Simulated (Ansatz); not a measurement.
Data:

ZnCu (CsCl type, Pm-3m), a = 2.869 Å, b = 2.869 Å, c = 2.869 Å, α = 90.00°, β = 90.00°, γ = 90.00°.

This is the LDA-relaxed structure.

Problem. All from LDA (plane waves, PAW; program Ansatz), unless another level is named. Predict the formation energy from the elements (no fitted shifts).

Solution. -10 kJ/mol of atoms.

Problem. Predict the density of states at the Fermi level.

Solution. 0.24 states/eV per atom (mean over ±0.08 eV).

The LDA relaxation kept the symmetry of its start; of distortions, only those at the zone centre were tested. The run is not spin-polarised. The references are the lowest solids computed at this level, not always the standard phases.

Potentials: the later of the program's two PAW sets.
